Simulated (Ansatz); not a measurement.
A relaxed database cell of WO3: Pbcm (No. 57), oP16; a = 3.8859 Å, b = 7.6568 Å, c = 7.4766 Å, α = β = γ = 90.00°; W 4d (0.056, 0.027, 0.250); O 4d (0.006, 0.260, 0.250); O 4d (0.511, 0.012, 0.250); O 4a (0.000, 0.000, 0.000). All values below come from PBEsol (plane waves to 420 eV, PAW, scalar-relativistic; Ansatz, a program for electronic structure). Element references, the lowest calculated here: W (Im-3m), O (C2/m, ferromagnetic, forced by one molecule a cell; α-O2 is antiferromagnetic); gases are represented by their molecular solids.

Total energies (eV/atom, σ → 0; comparable only within this code, potentials and settings):

| phase | E (eV/atom) |
|---|---|
| WO3 (Pbcm) | -2985.059 |
| W (Im-3m) | -10256.563 |
| O (C2/m) | -558.291 |

### Question
What is the formation energy of this Pbcm form of WO3 from the elements?

### Answer
E_f = -2985.059 − [1 × (-10256.563) + 3 × (-558.291)] / 4 = -2.20 eV/atom (-8.8 eV per formula unit).

A lower structure of this composition may exist.

Static energies, no anion corrections, no zero-point energy. Values are rounded to 0.01 eV/atom. Not shown to be the ambient phase of their composition (a lower form may be missing, and a cell relaxed within its start's symmetry can be a saddle point): WO3 (Pbcm). Spin-orbit coupling is missing from these energies, which matters for elements this heavy. The compounds carry no spin polarisation.
